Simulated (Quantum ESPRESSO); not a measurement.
## Band energies of MoSe2

```
CELL_PARAMETERS angstrom
      3.27832     0.00000     0.00000
     -1.63916     2.83910     0.00000
      0.00000     0.00000    12.72407
ATOMIC_POSITIONS crystal
  Se 0.33333 0.66667 0.88161
  Se 0.66667 0.33333 0.11839
  Se 0.66667 0.33333 0.38161
  Se 0.33333 0.66667 0.61839
  Mo 0.66667 0.33333 0.75000
  Mo 0.33333 0.66667 0.25000
```

PBE (pw.x of Quantum ESPRESSO, ONCV potentials, no spin-orbit coupling); path ΓMKΓALHA,LM,KH; energies in eV from the valence-band maximum.

```csv
k (1/Å),point,band 42,band 43,band 44,band 45,band 46,band 47,band 48,band 49
0.00,Γ,-1.49,-1.49,-1.20,-0.67,0.00,2.45,2.45,2.54
0.37,,-2.02,-1.68,-1.15,-0.78,-0.69,1.54,1.90,2.06
0.74,,-1.79,-1.61,-1.48,-1.33,-1.29,1.23,1.52,1.75
1.11,M,-2.25,-1.25,-1.20,-1.13,-0.88,1.54,1.60,1.78
1.53,,-3.16,-2.56,-2.12,-0.71,-0.46,1.30,1.41,1.76
1.75,K,-3.74,-2.39,-2.39,-0.54,-0.30,1.16,1.16,1.50
1.93,,-3.45,-2.50,-2.09,-0.72,-0.49,1.20,1.44,1.61
2.29,,-2.40,-1.64,-1.54,-1.13,-1.04,0.73,1.70,1.70
2.66,,-2.16,-1.46,-1.15,-0.67,-0.66,1.52,1.80,2.08
3.02,Γ,-1.49,-1.49,-1.20,-0.67,0.00,2.45,2.45,2.54
3.02,A,-1.52,-1.52,-1.52,-0.16,-0.16,2.47,2.47,2.47
3.18,,-1.64,-1.49,-1.49,-0.24,-0.24,2.30,2.30,2.47
3.66,,-2.03,-1.59,-1.59,-1.33,-1.33,1.48,1.48,1.72
3.97,,-2.42,-1.26,-1.26,-1.10,-1.10,1.56,1.56,1.85
4.13,L,-2.44,-1.17,-1.17,-1.04,-1.04,1.57,1.57,1.99
4.29,,-2.44,-1.77,-1.77,-0.80,-0.80,1.57,1.57,2.02
4.61,,-3.16,-2.53,-2.53,-0.54,-0.54,1.29,1.29,2.13
4.77,H,-3.14,-2.63,-2.63,-0.44,-0.44,1.16,1.16,2.04
4.93,,-3.19,-2.48,-2.48,-0.58,-0.58,1.30,1.30,2.07
5.25,,-2.67,-1.79,-1.79,-1.03,-1.03,1.17,1.17,1.89
5.57,,-2.03,-1.38,-1.38,-0.97,-0.97,1.39,1.39,1.95
5.89,,-1.65,-1.48,-1.48,-0.24,-0.24,2.29,2.29,2.45
6.05,A,-1.52,-1.52,-1.52,-0.16,-0.16,2.47,2.47,2.47
6.05,L,-2.44,-1.17,-1.17,-1.04,-1.04,1.57,1.57,1.99
6.29,M,-2.25,-1.25,-1.20,-1.13,-0.88,1.54,1.60,1.78
6.29,K,-3.74,-2.39,-2.39,-0.54,-0.30,1.16,1.16,1.50
6.54,H,-3.14,-2.63,-2.63,-0.44,-0.44,1.16,1.16,2.04
```

The PBE gap is indirect, 0.73 eV, from Γ to 43 % of the way from K to Γ; the smallest direct gap is 1.46 eV.

Spin-orbit splittings are left out.

Geometry relaxed with PBE+D3(BJ).
